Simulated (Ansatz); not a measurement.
Relaxed AlRu (CsCl type):

```yaml
crystal:
  lattice:
    - [5.96504, 0.00000, 0.00000]
    - [0.00000, 2.98252, 0.00000]
    - [0.00000, 0.00000, 2.98252]
  atoms:
    - { symbol: Al, position: [0.00000, 0.00000, 0.00000] }
    - { symbol: Al, position: [0.50000, 0.00000, 0.00000] }
    - { symbol: Ru, position: [0.25000, 0.50000, 0.50000] }
    - { symbol: Ru, position: [0.75000, 0.50000, 0.50000] }
```

In this cell atom 4 (Ru, nearest neighbour Al at 2.583 Å; its periodic images, 3.0 Å or more away, move with it) is moved by s along Cartesian [110], unit vector (0.707, 0.707, 0.000); all other atoms and the cell stay fixed.

Method: r2SCAN (plane waves to 500 eV, PAW, scalar-relativistic; Ansatz, an electronic-structure program). k mesh 7×13×13 (Γ-centred), Fermi-Dirac smearing 0.05 eV. The energy includes the smearing's −TS. With partly filled bands, energies and forces of such displacements shift with the k mesh and the smearing. AlRu is run without spin polarisation. AlRu was relaxed with its symmetry unable to fall. ΔE is measured from the undisplaced structure.

Successive frames, forces in eV/Å:

| frame | ΔE (meV/cell) | F on Al1 | F on Al2 | F on Ru3 | F on Ru4 |
|---|---|---|---|---|---|
| s = -0.416 Å | 1021 | (-0.567, -0.458, 0.000) | (-2.264, -2.480, 0.000) | (-1.522, -0.132, 0.000) | (4.353, 3.071, 0.000) |
| s = -0.312 Å | 557 | (-0.521, -0.452, 0.000) | (-1.454, -1.570, 0.000) | (-1.105, -0.144, 0.000) | (3.079, 2.165, 0.000) |
| s = -0.208 Å | 243 | (-0.421, -0.386, 0.000) | (-0.830, -0.876, 0.000) | (-0.722, -0.118, 0.000) | (1.972, 1.380, 0.000) |

What are the energy and the forces in the next frame, s = -0.104 Å?

ΔE (meV/cell) = 60.

```tsv
atom	Fx	Fy	Fz
Al1	-0.252	-0.243	0.000
Al2	-0.354	-0.364	0.000
Ru3	-0.357	-0.065	0.000
Ru4	0.963	0.672	0.000
```

(A displaced cell: forces are minus the slopes of the energy, force constants its curvatures, and phonons follow from these.)
